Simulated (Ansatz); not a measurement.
NaCl (rock salt)

```
NaCl
1.0
    0.00000     2.84776     2.84776
    2.84776     0.00000     2.84776
    2.84776     2.84776     0.00000
Cl Na
1 1
Direct
  0.00000   0.00000   0.00000
  0.50000   0.50000   0.50000
```

The slice is a {111} plane (indices of the conventional cell) through the point (0.500, 0.500, 0.500) (fractional), spanned by u = [100] and v = [-1 2 0] in vectors of this cell: u (4.03 Å) and v (6.98 Å, at 90° to u). It covers one period; positions are fractions (u, v).

Method: PBE (plane waves to 420 eV, PAW, scalar-relativistic; Ansatz, an electronic-structure program). k mesh 10×10×10. These are valence fields of a PAW run, semicore shells included where kept as valence: close to a nucleus they are smooth pseudo fields. NaCl was relaxed with its symmetry unable to fall.

Predict the map of the valence electron density on the slice.


```
|@#=.     .=#|
|+=:       :=|
|.           |
|            |
|            |
|            |
|      .     |
|    :=+=:   |
|   .=#@#=.  |
|   .+@@@+.  |
|   .=#@#=.  |
|    :=+=:   |
|      .     |
|            |
|            |
|            |
|.           |
|+=:       :=|
|@#=.     .=#|
|@@+.     .+@|
```
Scale: ten equal steps from -1.55 (start of ' ') to 1.32 (end of '@'), in the order ' .:-=+*#%@'. Values: log₁₀ of the valence density in e/Å³. The map has 12 points along u (one character each, u = 0 at the left) and 20 along v (v = 0 in the bottom row). The scale is logarithmic, as a density can span decades between atoms and voids.
